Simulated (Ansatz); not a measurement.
Ga, DFT, LDA, PAW with Ansatz's default frozen-core files, scalar-relativistic (Ansatz 0.2.0), run on 1 thread of Arm Neoverse V2 on a shared host.

The cell is COD entry 9012723, as deposited and not checked against the literature; nothing was relaxed. The listed cell was then made from it by scaling, straining or moving an atom.

Command: `ansatz run input.yaml --threads 1 --pin off --max-ram 3072MiB --backend cpu --events-out ev --progress --plain --runs-dir out`

```yaml
crystal:
  lattice:
    - [-1.3801987918, 1.3801987918, 2.1912130391]
    - [1.3801987918, -1.3801987918, 2.1912130391]
    - [1.3801987918, 1.3801987918, -2.1912130391]
  atoms:
    - { symbol: Ga, position: [0.0, 0.0, 0.0] }
kpoints:
  mp_grid: { grid: [14, 14, 16] }
scf:
  occupations: { method: fermi_dirac, width: 0.05 }
hamiltonian:
  xc: lda
  pseudopotentials: { kind: paw }
output:
  forces: true
  stress: true
  eigenvalues: true
  efg: { contact_densities: true }
```

(1) How large is the problem that the program sets up?

(2) Estimate the wall time and the peak memory.

(3) And the same cell and mesh by LAPW (all electrons), asked for forces, stress, eigenvalues, on the same hardware?

(4) And the same cell and mesh by all-electron PAW (datasets made for this crystal), asked for forces, stress, eigenvalues, efg, on the same hardware?

Answers

(1) 849 irreducible k-points, 323 plane waves at Γ, 11 bands.

(2) 7.5 s of wall time for 6 SCF iterations, with a peak of 0.45 GiB. Times on shared machines scatter by tens of per cent.

(3) 46 s, peak memory 0.84 GiB.

(4) 32 s, peak memory 0.6 GiB.
